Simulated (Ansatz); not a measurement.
Input and command of a calculation in Ansatz (plane waves; scalar-relativistic PAW potentials unless the input names others):

```yaml
crystal:
  lattice:
    - [2.8383750075, 0.0, 0.0]
    - [-1.4191875037, 2.4581048619, 0.0]
    - [0.0, 0.0, 5.1042347141]
  atoms:
    - { symbol: Ag, position: [0.3333333333, 0.6666666667, 0.25] }
    - { symbol: Ag, position: [0.6666666667, 0.3333333333, 0.75] }
basis:
  ecutwfc: 420
kpoints:
  mp_grid: { grid: [21, 21, 12] }
hamiltonian:
  xc: lda
scf:
  occupations: { method: gaussian, width: 0.15 }
  convergence: { dr2_threshold: 0.0 }
  max_iter: 50
output:
  forces: true
  eigenvalues: true
  stress: true
```

```bash
ansatz run input.yaml --threads 1 --pin off --max-ram 1228MiB --backend cpu --events-out ev --progress --plain --runs-dir out
```

Problem. What will the program do with this input?

Solution. The program refuses it, because of an SCF threshold below what rounding errors let most runs reach (scf.convergence.dr2_threshold: not typed → 0.0). Without that key it is accepted.

Abridged log:
```
Error: invalid value for `scf.convergence.dr2_threshold`: must be finite and > 0; got 0 eV
```